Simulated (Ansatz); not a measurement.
Space group I-42m (No. 121). a = 5.772 Å, b = 5.772 Å, c = 12.310 Å, α = 90.00°, β = 90.00°, γ = 90.00°
```json
{"atom": "Zn", "site": "2a", "symmetry": "-42m", "x": "0.0000", "y": "0.0000", "z": "0.0000"}
{"atom": "Ag", "site": "4d", "symmetry": "-4..", "x": "0.0000", "y": "0.5000", "z": "0.2500"}
{"atom": "Sn", "site": "2b", "symmetry": "-42m", "x": "0.5000", "y": "0.5000", "z": "0.0000"}
{"atom": "Se", "site": "8i", "symmetry": "..m", "x": "0.7415", "y": "0.2585", "z": "0.3794"}
```

Equation of state of this ZnAg2SnSe4 structure (not necessarily the ground state), with shape and atoms relaxed at each volume where symmetry leaves them free. It has no gap at any of these volumes. All numbers below come from Ansatz 0.2.0, DFT PBEsol, scalar-relativistic, plane waves, PAW.

Settings: cutoff 420 eV, Γ-centred mesh 8×8×8 on the computed 8-atom cell, Gaussian smearing of 0.10 eV; no spin polarisation.

```
V (Å³/atom) E − E(largest V) (meV/atom) P (GPa)
     24.095                         3.60     4.02
     24.864                       -10.26     1.83
     25.633                       -14.50    -0.01
     26.402                       -10.64    -1.55
     27.171                         0.00    -2.84
```

**Question.** Fit a third-order Birch–Murnaghan equation to E(V).

**Answer.** V0 = 25.63 Å³/atom, B0 = 56 GPa, B0' = 4.8.